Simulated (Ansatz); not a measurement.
HfRu, DFT, PBEsol, all-electron LAPW, scalar-relativistic (Ansatz 0.2.0), run on 1 thread of Arm Neoverse V2 on a shared host.

The geometry is COD entry 1523508, unchecked; take it as a test cell. The listed cell was then made from it by scaling, straining or moving an atom.

Command: `ansatz run input.yaml --threads 1 --pin off --max-ram 3072MiB --backend cpu --events-out ev --progress --plain --runs-dir out`

```yaml
crystal:
  lattice:
    - [3.2357143644, 0.0, 0.0]
    - [0.0, 3.2357143644, 0.0]
    - [0.0, 0.0, 3.2357143644]
  atoms:
    - { symbol: Hf, position: [0.0, 0.0, 0.0] }
    - { symbol: Ru, position: [0.5, 0.5, 0.5] }
kpoints:
  mp_grid: { grid: [11, 11, 11] }
  band_path:
    path:
      - [0.0, 0.0, 0.0]
      - [0.0, 0.5, 0.0]
      - [0.5, 0.5, 0.0]
      - [0.0, 0.0, 0.0]
      - [0.5, 0.5, 0.5]
      - [0.0, 0.5, 0.0]
      - [0.5, 0.5, 0.5]
      - [0.5, 0.5, 0.0]
    npoints: 5
scf:
  occupations: { method: fermi_dirac, width: 0.08 }
hamiltonian:
  xc: pbesol
  pseudopotentials: { kind: all_electron, lapw: { basis_error: 0.0005 } }
output:
  forces: true
  stress: true
  eigenvalues: true
```

Q: How large is the problem that the program sets up?

A: 56 irreducible k-points, 365 plane waves at Γ, 41 bands.

Q: About how long does it take, and how much memory does it use?

A: 38 s of wall time for 12 SCF iterations, with a peak of 0.46 GiB. Times on shared machines scatter by tens of per cent.
